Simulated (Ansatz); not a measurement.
Cs₂P₂Pd:
```xyz
10
Lattice="3.4543 -7.4990 0.0000 3.4543 7.4990 0.0000 0.0000 0.0000 6.2196" Properties=species:S:1:pos:R:3 pbc="T T T"
Cs     3.4543    -4.3118     1.5549
Cs     3.4543     4.3118     4.6647
Cs     3.4543     1.2418     1.5549
Cs     3.4543    -1.2418     4.6647
P      5.8264    -1.4915     1.5549
P      1.0821     1.4915     4.6647
P      5.8264     1.4915     4.6647
P      1.0821    -1.4915     1.5549
Pd     0.0000     0.0000     0.0000
Pd     0.0000     0.0000     3.1098
```

Relaxed with r²SCAN. Special points in fractions of this cell's reciprocal vectors: Γ (0.000, 0.000, 0.000); Y (-0.500, 0.500, 0.000); C0 (-0.303, 0.697, 0.000); Σ0 (0.303, 0.303, 0.000); Z (0.000, 0.000, 0.500); A0 (0.303, 0.303, 0.500); E0 (-0.303, 0.697, 0.500); T (-0.500, 0.500, 0.500); S (0.000, 0.500, 0.000); R (0.000, 0.500, 0.500).

### Question
List the band energies nearest the valence-band maximum at these points for r²SCAN in the plane-wave PAW code Ansatz.

### Answer
In eV from the valence-band maximum; about four levels below and three above (degenerate sets whole), none deeper than 8.9 eV; points with the same levels are listed once.

```
k                     below                above
--  -----------------------  -------------------
Γ   -1.01 -0.89 -0.43 -0.04       1.23 1.97 2.06
Y   -1.12 -1.07 -0.47 -0.10       1.95 1.99 2.06
C0  -0.82 -0.60 -0.49 -0.15       1.28 1.68 1.74
Z     -0.99 -0.99 0.00 0.00  1.81 1.81 2.65 2.65
A0  -0.93 -0.93 -0.29 -0.29  1.38 1.38 2.56 2.56
T   -0.92 -0.92 -0.06 -0.06  1.63 1.63 2.24 2.24
S   -0.75 -0.51 -0.44 -0.16       1.32 1.62 1.64
R   -0.94 -0.94 -0.30 -0.30  1.47 1.47 2.75 2.75
```

Space group Cmcm. The first step of the workflow began from a Materials Project structure, measured or hypothetical; the Crystallography Open Database copy checked does not list it. Whether it is the stable phase at ambient conditions was not checked. The r²SCAN relaxation kept the symmetry of its start; its stability against distortions is not shown here. No spin polarisation was allowed. Spin–orbit coupling is left out wherever it is not named.

Potentials: the later of the program's two PAW sets.
